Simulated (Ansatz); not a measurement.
Data:

Ru:
```
Ru
1.0
    2.70880     0.00000     0.00000
   -1.35440     2.34589     0.00000
    0.00000     0.00000     8.70082
Ru
4
Direct
  0.00000   0.00000   0.00000
  0.00000   0.00000   0.50000
  0.33333   0.66667   0.25000
  0.66667   0.33333   0.75000
```

This is the PBE-relaxed structure.

All from the program Ansatz at the PBE level (PAW), unless another level is named. Estimate the bulk modulus (Birch–Murnaghan fit).

307 GPa.

Next, the highest zone-centre frequency?

223 cm⁻¹.

Space group P6_3/mmc (dhcp (α-La type)). A made-up cell: these elements were put on the sites of a structure type. Its sites differ from those of the usual phase in this space group: another stacking or structure type. The cell was relaxed with PBE under the symmetry of its start; of distortions, only those at the zone centre were tested. The run is not spin-polarised. As this level gives no gap, phonon frequencies hold no LO–TO term and depend on the k-mesh and smearing (Fermi–Dirac, 0.1 eV here).

Potentials: the later of the program's two PAW sets.
